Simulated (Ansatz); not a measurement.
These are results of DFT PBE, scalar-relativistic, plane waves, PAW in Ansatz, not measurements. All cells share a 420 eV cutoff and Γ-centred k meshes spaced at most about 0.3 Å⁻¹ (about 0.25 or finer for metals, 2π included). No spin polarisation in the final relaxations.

Temperature and zero-point effects are left out.

Compare these two cells of Zn3GeN, each relaxed at this level.

A. Space group P6/mmm (No. 191), hexagonal, a = 5.262 Å, c = 3.803 Å. Zn has 4 Zn at 2.63 Å and 2 Ge at 2.63 Å; Ge has 2 N at 1.90 Å and 6 Zn at 2.63 Å; around N lie 2 Ge at 1.90 Å.

B. Space group Pm-3m (No. 221), cubic, a = 4.189 Å. Zn has 2 N at 2.09 Å, 4 Ge at 2.96 Å and 8 Zn at 2.96 Å; Ge has 12 Zn at 2.96 Å; N has 6 Zn at 2.09 Å.

**Question.** Which would you expect to be lower, and how large is the difference?

**Answer.** B is lower, by 257 meV/atom. A has space group P6/mmm (No. 191), 18.2 Å³/atom and no gap on its mesh; B has the antiperovskite type, space group Pm-3m (No. 221), 14.7 Å³/atom and no gap. Counting Ge or N atoms around Zn (for each partner element, those within 1.25 times its shortest distance or 1.15 times the sum of covalent radii, where it is the nearest in units of that sum or under 1.3), A has Zn 2 and B has Zn 6. The denser one is the lower, and pressure would at first widen the difference. Even the lower one lies +0.40 eV/atom against the reference forms of the elements (uncorrected), so neither is stable at this level. Both come from invented guesses. A third cell relaxed alike, in P4mm, lies 206 meV/atom below the lower of the two.

Cells relaxed within their symmetry can be saddle points.
